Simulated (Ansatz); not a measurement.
**Formation energy of ZrC**

```xyz
2
Lattice="0.0000 2.3207 2.3207 2.3207 0.0000 2.3207 2.3207 2.3207 0.0000" Properties=species:S:1:pos:R:3 pbc="T T T"
Zr    2.3207    2.3207    2.3207
C     0.0000    0.0000    0.0000
```

The cell comes from a relaxation on PAW files under the same functional, begun from a database entry that needn't be the ground state.

Level of theory: DFT with LDA, scalar-relativistic, in Ansatz 0.2.0; a Γ-centred 15×15×15 k mesh, Fermi–Dirac smearing of 0.05 eV, no spin polarisation. LAPW: all electrons, basis error target 0.5 meV/atom; PAW: frozen-core files, cutoff 420 eV; crystal datasets: all electrons, by PAW datasets that the program makes for each cell.

The elements are taken as C graphite, Zr hcp, each relaxed on PAW files under the same functional and computed by the same method as the compound; zero-point and thermal terms are left out. LDA tends to overbind the layered or molecular reference states.

The PAW files were made under PBE.

(1) What is the formation energy by LAPW, and how far do the other methods lie from it?

(2) Give the LAPW value for one formula unit in kJ/mol.

(3) How does the cell move when LAPW relaxes it further?

Answers

(1) -0.938 eV/atom; PAW +0.5 meV/atom; crystal datasets 0.0 meV/atom. The compound is bound against these elements; other compounds of the system weren't compared.

(2) -0.938 eV/atom × 2 atoms × 96.485 kJ/(mol·eV) = -181.0 kJ/mol, at zero temperature and without zero-point motion.

(3) The volume goes from 12.499 to 12.503 Å³/atom (+0.03 %).
